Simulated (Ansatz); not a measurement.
³³S fingerprints of the forms of HfCrAgS4

Computed with Ansatz: DFT, r2SCAN, plane waves and PAW, scalar-relativistic, 500 eV cutoff. Q(³³S) = -69.40 mb, I = 3/2. The cells come from the Materials Project (computed, not necessarily observed phases), with the atoms as given. Forces reach 0.2 eV/Å in them. Spin–orbit coupling is left out, which moves gradients at and beside heavy atoms (Hf) by some per cent and at some sites by far more.

Q: Rank the structures by their largest ³³S |C_Q|, smallest first.
A.
HfCrAgS4
Space group P2/m (No. 10); a = 6.1004, b = 3.6106, c = 12.9314 Å, β = 91.19°.

| site | Wyckoff | site symmetry | x | y | z |
| --- | --- | --- | --- | --- | --- |
| Hf | 2n | m | 0.5126 | 0.5000 | 0.7468 |
| Cr | 2m | m | 0.0142 | 0.0000 | 0.2452 |
| Ag5 | 1e | 2/m | 0.5000 | 0.5000 | 0.0000 |
| Ag6 | 1c | 2/m | 0.0000 | 0.0000 | 0.5000 |
| S7 | 2n | m | 0.1530 | 0.5000 | 0.1382 |
| S9 | 2m | m | 0.6659 | 0.0000 | 0.6333 |
| S11 | 2m | m | 0.6750 | 0.0000 | 0.1425 |
| S13 | 2n | m | 0.1409 | 0.5000 | 0.6500 |
B.
HfCrAgS4
Space group Imma (No. 74); a = 7.4275, b = 7.4335, c = 10.4295 Å.

```
site  Wyckoff  site symmetry       x       y       z
  Hf       4a          2/m..  0.0000  0.0000  0.0000
  Cr       4d          .2/m.  0.2500  0.2500  0.7500
  Ag       4e            mm2  0.5000  0.2500  0.1296
  S7       8i            .m.  0.2656  0.7500  0.4840
  S9       8h            m..  0.5000  0.4661  0.7429
```
C.
HfCrAgS4
Space group P2 (No. 3); a = 6.1704, b = 7.1316, c = 6.5532 Å, β = 91.45°.

```csv
site,Wyckoff,site symmetry,x,y,z
Hf1,1b,2,0.0000,0.2393,0.5000
Hf2,1d,2,0.5000,0.5121,0.5000
Cr3,1b,2,0.0000,0.7506,0.5000
Cr4,1d,2,0.5000,0.0002,0.5000
Ag5,1c,2,0.5000,0.9960,0.0000
Ag6,1c,2,0.5000,0.5036,0.0000
S7,2e,1,0.8202,0.9871,0.2908
S8,2e,1,0.8362,0.5071,0.2810
S9,2e,1,0.3343,0.2425,0.2778
S10,2e,1,0.3184,0.7624,0.2865
```

A: B (7.60 MHz), C (9.09 MHz), A (11.2 MHz).

In HfCrAgS4 (Imma) small gradients can still move by 0.1 × 10²¹ V/m² or more with the k-mesh.
